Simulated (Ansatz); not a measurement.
Molecular dynamics on a 2×2×1 supercell (16 atoms) of MgCdS2 (ordering on rocksalt), relaxed with r2SCAN. Forces come from r2SCAN in Ansatz: a Nosé-Hoover thermostat at fixed volume, 100 K, steps of 2 fs. Spin polarisation is off, nuclei are classical, and the run is far too short for thermal averages. The structure comes from a prototype and may be hypothetical.

```yaml
crystal:
  lattice:
    - [7.5660285342, 0.0, 0.0]
    - [0.0, 7.5660285342, 0.0]
    - [0.0, 0.0, 5.3524469486]
  atoms:
    - { symbol: Mg, position: [0.0, 0.0, 0.0] }
    - { symbol: S, position: [0.0, 0.0, 0.5] }
    - { symbol: Cd, position: [0.25, 0.25, 0.5] }
    - { symbol: S, position: [0.25, 0.25, 0.0] }
    - { symbol: Mg, position: [0.0, 0.5, 0.0] }
    - { symbol: S, position: [0.0, 0.5, 0.5] }
    - { symbol: Cd, position: [0.25, 0.75, 0.5] }
    - { symbol: S, position: [0.25, 0.75, 0.0] }
    - { symbol: Mg, position: [0.5, 0.0, 0.0] }
    - { symbol: S, position: [0.5, 0.0, 0.5] }
    - { symbol: Cd, position: [0.75, 0.25, 0.5] }
    - { symbol: S, position: [0.75, 0.25, 0.0] }
    - { symbol: Mg, position: [0.5, 0.5, 0.0] }
    - { symbol: S, position: [0.5, 0.5, 0.5] }
    - { symbol: Cd, position: [0.75, 0.75, 0.5] }
    - { symbol: S, position: [0.75, 0.75, 0.0] }
kpoints:
  mp_grid: { grid: [2, 2, 2] }
hamiltonian:
  xc: r2scan
scf:
  occupations: { method: fermi_dirac, width: 0.02 }
md:
  ensemble: nvt_nose_hoover
  temperature: 100
  timestep: 2.0
  n_steps: 30
  initial_velocities: maxwell_boltzmann
  seed: 4404
```

Command: `ansatz run input.yaml --threads 4 --pin off --max-ram 3686MiB --backend cpu --events-out ev --progress --plain --runs-dir out`. Wall time 3.1 min on 4 threads of Arm Neoverse V1 (shared host); peak host memory 1.8 GiB.

```csv
step,t (fs),T (K),free energy F from step 0 (meV/atom),kinetic energy (meV/atom),largest force (eV/Å)
0,0,100,0.0,12.1,0.00
1,2,100,0.1,12.1,0.04
2,4,98,0.2,11.9,0.07
3,6,96,0.5,11.6,0.11
4,8,93,0.8,11.3,0.14
5,10,89,1.3,10.8,0.18
6,12,85,1.8,10.3,0.21
7,14,80,2.4,9.7,0.24
8,16,75,3.0,9.1,0.27
9,18,70,3.7,8.4,0.29
10,20,64,4.4,7.8,0.32
11,22,58,5.1,7.1,0.34
12,24,53,5.8,6.4,0.35
13,26,48,6.4,5.8,0.37
14,28,43,7.0,5.2,0.38
15,30,38,7.6,4.6,0.39
16,32,34,8.1,4.1,0.40
17,34,30,8.6,3.7,0.41
18,36,27,8.9,3.3,0.41
19,38,25,9.2,3.0,0.42
20,40,23,9.5,2.8,0.42
21,42,22,9.6,2.7,0.42
22,44,22,9.7,2.6,0.43
23,46,22,9.7,2.6,0.42
24,48,22,9.7,2.7,0.42
25,50,23,9.6,2.8,0.42
26,52,24,9.5,2.9,0.42
27,54,26,9.4,3.1,0.41
28,56,27,9.2,3.3,0.41
29,58,29,9.0,3.5,0.40
30,60,31,8.8,3.8,0.40
```

The temperature starts at 100 K, is lowest at step 23 (22 K, 46 fs) and ends at 31 K. The thermostat hasn't had time to restore it. The atoms start on their lattice sites with kinetic energy alone, so much of it first passes into potential energy. By the last step the atoms have moved 0.08 Å in the root mean square, the drift of the whole cell taken out, 0.20 Å at most.

Positions (Å) and forces (eV/Å) at step 30:
```
Mg   0.079  -0.025  -0.011    -0.153   0.033   0.046
S    0.013   0.021   2.708     0.081  -0.049  -0.104
Cd   1.942   1.896   2.668    -0.369   0.005   0.048
S    1.970   1.855   0.010    -0.207   0.000   0.006
Mg  -0.169   3.798  -0.099     0.337  -0.065   0.196
S   -0.017   3.781   2.641     0.064   0.121   0.137
Cd   1.914   5.705   2.686    -0.254  -0.174   0.015
S    1.887   5.629   0.023    -0.057   0.027  -0.066
Mg   3.762   0.003   0.106     0.108  -0.109  -0.157
S    3.797  -0.035   2.784    -0.028   0.087  -0.288
Cd   5.645   1.912   2.613     0.252  -0.130   0.174
S    5.731   1.806  -0.008    -0.135   0.163  -0.078
Mg   3.721   3.744  -0.026     0.154   0.079   0.049
S    3.790   3.748   2.669    -0.080   0.118   0.048
Cd   5.634   5.698   2.703     0.332  -0.091  -0.059
S    5.645   5.652   0.019    -0.046  -0.018   0.032
```
